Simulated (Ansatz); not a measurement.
# YMg$_{3}$: do energies and stresses tell the same story?

Method: Ansatz 0.2.0, DFT r2SCAN, scalar-relativistic, plane waves, PAW.

Cutoff 500 eV; k points 10×10×10 on the computed 4-atom cell (Γ-centred); Gaussian smearing, width 0.10 eV; no spin polarisation.

Relaxed cell: P4/mmm, a = 4.745 Å, b = 4.745 Å, c = 4.508 Å, α = 90.00°, β = 90.00°, γ = 90.00°, 4 atoms in the primitive cell. Whether it is the stable form of this composition wasn't checked.

Energies at zero smearing and pressures from the stress tensor, at volumes with shape and atoms relaxed:
| V (Å³/atom) | E − E(first) (meV/atom) | P (GPa) |
| --- | --- | --- |
| 23.851 | 0.00 | 2.91 |
| 24.612 | -10.00 | 1.35 |
| 25.374 | -13.09 | 0.00 |
| 26.135 | -10.19 | -1.17 |
| 26.896 | -2.09 | -2.19 |

Question: Check P = −dE/dV between neighbouring volumes, and get the bulk modulus from the pressures alone.

Answer: With 1 eV/Å³ = 160.2 GPa:
| middle V (Å³/atom) | −ΔE/ΔV (GPa) | mean P (GPa) |
| --- | --- | --- |
| 24.232 | 2.105 | 2.134 |
| 24.993 | 0.651 | 0.679 |
| 25.754 | -0.611 | -0.584 |
| 26.515 | -1.705 | -1.680 |

The two differ by 0.03 GPa at most. The mean of two end pressures misses the average over a step by about ΔV² P″/12, up to 0.02 GPa here; with that taken off 0.01 GPa remains. Around V = 25.374 Å³/atom, the two neighbours give B = −V ΔP/ΔV = 25.374 × 2.53 / 1.522 = 42.1 GPa, against B0 = 42.0 GPa from the Birch–Murnaghan fit of the energies.

Cost: 6 runs of about 13 core-minutes in all, on Arm Neoverse V1 (shared hosts).